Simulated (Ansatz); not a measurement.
# AlN: zone-centre modes under pressure

AlN, F-43m, a = 4.342 Å. This isn't the usual stable structure of the compound. Ansatz: LDA, PAW, 420 eV, Γ-centred 10×10×10 mesh on 2 atoms, fixed occupations; no spin polarisation. Cell and atoms are relaxed at each pressure with the symmetry kept; optical modes at Γ by linear response, in cm⁻¹, the highest, without the LO field.

```
P (GPa) V (Å³/atom)     ω1
      0       10.234  664.1
      3       10.093  677.5
      8        9.877  698.5
     15        9.608      ?
```

Question: Get the mode's Grüneisen parameter γ = −d ln ω/d ln V from the other rows and predict the missing frequency.

Answer: ln(V/V0) = 0.0000, -0.0139, -0.0355, -0.0631; a line through ln(ω/ω0) of the 3 known rows gives ω1: γ = 1.422, predicted 726.5, computed 725.9. The miss is 0.1 %, or 1 % of the shift under pressure, so a constant γ serves at that level.

Cost: 4 runs of about 0.73 core-minutes in all, on Intel Xeon Platinum 8559C (Emerald Rapids) (shared hosts).